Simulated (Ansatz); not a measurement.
PbSe:
```cif
data_Pb4Se4
_chemical_formula_sum 'Pb4 Se4'
_space_group_name_H-M_alt 'Fm-3m'
_space_group_IT_number 225
_space_group_name_Hall '-F 4 2 3'
_cell_length_a 6.21785
_cell_length_b 6.21785
_cell_length_c 6.21785
_cell_angle_alpha 90.000
_cell_angle_beta 90.000
_cell_angle_gamma 90.000
loop_
_atom_site_label
_atom_site_type_symbol
_atom_site_symmetry_multiplicity
_atom_site_Wyckoff_symbol
_atom_site_fract_x
_atom_site_fract_y
_atom_site_fract_z
_atom_site_occupancy
Pb1 Pb 4 a 0.00000 0.00000 0.00000 1
Se1 Se 4 b 0.50000 0.50000 0.50000 1
```
(The calculation used a cell of 2 atoms; values per cell refer to that cell.)

Relaxed with PBE.

### Question
Which orbitals make up the states near the band edges in PBE (plane waves, PAW; program Ansatz)?

### Answer
Top 1 eV of the valence band: Se 4p 74 %, Pb 6s 14 %, Pb 6p 9 %. Bottom 1 eV of the conduction band: Pb 6p 72 %, Se 4s 12 %, Se 4p 11 %. Projections are on Löwdin-orthogonalised atomic valence shells; empty p or d shells of many metals are not among them.

### Question
Tabulate the density of states.

### Answer
States/eV per cell of 2 atoms, in 0.25 eV bins, energy from the valence-band maximum.

```tsv
E (eV)	total	Se 4p	Pb 6p	Pb 6s
-7.85	2.29	0.33	0.02	1.83
-7.60	1.51	0.18	0.02	1.19
-7.35	0.73	0.08	0.00	0.55
-7.10	0.28	0.03	0.00	0.20
-6.85	0.17	0.01	0.00	0.12
-6.60	0.09	0.00	0.00	0.06
-6.35	0.01	0.00	0.00	0.01
-6.10	0.00	0.00	0.00	0.00
-5.85	0.00	0.00	0.00	0.00
-5.60	0.00	0.00	0.00	0.00
-5.35	0.00	0.00	0.00	0.00
-5.10	0.00	0.00	0.00	0.00
-4.85	0.00	0.00	0.00	0.00
-4.60	0.01	0.01	0.01	0.00
-4.35	0.29	0.16	0.13	0.00
-4.10	0.51	0.28	0.22	0.01
-3.85	0.77	0.43	0.31	0.01
-3.60	0.86	0.50	0.32	0.02
-3.35	1.12	0.68	0.40	0.02
-3.10	1.41	0.89	0.47	0.03
-2.85	1.89	1.25	0.57	0.03
-2.60	1.97	1.35	0.55	0.04
-2.35	1.98	1.40	0.50	0.04
-2.10	2.04	1.50	0.45	0.05
-1.85	2.11	1.62	0.39	0.06
-1.60	2.24	1.79	0.33	0.08
-1.35	1.79	1.46	0.20	0.09
-1.10	1.19	0.86	0.17	0.14
-0.85	2.10	1.61	0.19	0.26
-0.60	1.37	1.00	0.13	0.22
-0.35	0.32	0.22	0.03	0.06
-0.10	0.02	0.01	0.00	0.00
0.15	0.00	0.00	0.00	0.00
0.40	0.00	0.00	0.00	0.00
0.65	0.04	0.00	0.03	0.00
0.90	0.20	0.02	0.14	0.00
1.15	0.40	0.04	0.29	0.01
1.40	0.88	0.10	0.65	0.01
1.65	1.09	0.12	0.82	0.02
1.90	1.37	0.14	1.07	0.02
2.15	1.41	0.16	1.13	0.01
2.40	1.46	0.19	1.16	0.01
2.65	1.37	0.22	1.05	0.01
2.90	1.30	0.24	0.97	0.01
3.15	1.31	0.27	0.94	0.01
3.40	1.37	0.30	0.95	0.01
3.65	1.49	0.34	0.98	0.01
3.90	1.82	0.40	1.07	0.01
4.15	2.34	0.54	1.36	0.01
4.40	2.78	0.70	1.57	0.01
4.65	1.28	0.40	0.71	0.00
4.90	0.98	0.33	0.54	0.00
5.15	0.90	0.28	0.46	0.00
```

Symmetry was held in the PBE relaxation. Scalar-relativistic: spin–orbit coupling is off unless named, which matters more the heavier the elements.

Potentials: the later of the program's two PAW sets.
